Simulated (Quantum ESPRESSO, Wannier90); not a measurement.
## CaO (rock salt), plane waves to Wannier functions

```
CaO
1.0
    0.00000     2.40355     2.40355
    2.40355     0.00000     2.40355
    2.40355     2.40355     0.00000
Ca O
1 1
Direct
  0.00000   0.00000   0.00000
  0.50000   0.50000   0.50000
```

Structure: Materials Project mp-2605, symmetrised, not relaxed again. COD (Crystallography Open Database) has an entry of this formula and space group (matched by these alone). Method: PBEsol plane waves in Quantum ESPRESSO 7.5 (PseudoDojo norm-conserving files, 68 Ry, no spin polarisation, no spin-orbit coupling), Bloch states on a 12×12×12 mesh through Γ, Wannier90 4.0.1. Density: 12×12×12 mesh, cold smearing 0.01 Ry.

The plane-wave run has 22 bands and 16 electrons a cell. On the energy scale of pw.x, whose zero is arbitrary, the valence-band maximum lies at 7.63 eV.

Input w.win, without the blocks of cell, atoms and k-points (1728 lines):

```
num_bands = 18
num_wann = 11
exclude_bands = 1-4
num_iter = 800
conv_tol = 1.0e-6
conv_window = 4
dis_num_iter = 1000
dis_conv_tol = 1.0e-6
dis_froz_max = 12.69
write_hr = true
write_u_matrices = true
begin projections
Ca: s;d
O: s;p
end projections
mp_grid = 12 12 12
```

This input has a fault. Which, and what does the program do?

wannier90.x -pp stops with:
```
w90_readwrite_get_projections: too few projection functions defined
```
The projections block defines fewer trial orbitals than num_wann. Mended as below, all else unchanged, the run goes through (Ω_I = 10.3 Å²) and follows the plane-wave bands to 3.9 meV rms (states up to 4.6 eV relative to the valence-band maximum).
```
num_wann = 10
```
